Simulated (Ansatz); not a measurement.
TiH$_{2}$: pressure against volume

TiH$_{2}$, I4/mmm, a = 3.195 Å, c = 4.174 Å. The structure is a COD entry; whether it is the stable form wasn't checked. Ansatz: r2SCAN, PAW, 500 eV, Γ-centred 18×18×18 mesh on 3 atoms, Gaussian smearing 0.10 eV; no spin polarisation. Shape and atoms are relaxed at each volume; pressure is positive in compression.

```
V (Å³/atom) P (GPa)
      6.248    24.01
      6.461        ?
      6.674    10.26
      6.887     4.76
      7.100    -0.01
      7.313    -4.12
      7.526    -7.68
      7.810   -11.69
```

Take V0 = 7.100 Å³/atom, count pressures from its P0 = -0.01 GPa, fit the third-order Birch–Murnaghan form to the other rows, and predict the missing pressure.

With the Eulerian strain f = ½[(V0/V)^(2/3) − 1] and y = (P − P0)/[3f(1 + 2f)^(5/2)], the form is the line y = B0 + 1.5 B0 (B0′ − 4) f. Rows (f, y): 0.04448, 145.5; 0.02106, 146.6; 0.01026, 147.3; -0.00976, 147.5; -0.01905, 147.9; -0.03078, 148.3. Means f = 0.002702, y = 147.18; Σ(Δf)² = 0.003889, ΣΔfΔy = -0.1371; the slope is their ratio. y = 147.3 − 35.25 f GPa, so B0 = 147.3 GPa and B0′ = 4 + 2 × (-35.25)/(3 × 147.3) = 3.84. At V = 6.461, f = 0.03245, y = 146.16 and P = 16.64 GPa. The run gave 16.63 GPa, so the fit is 0.01 GPa too high, within the rms miss on the fitted rows (0.02 GPa).

Cost: 8 runs of about 5.4 core-minutes in all, on Arm Neoverse V2 (shared hosts).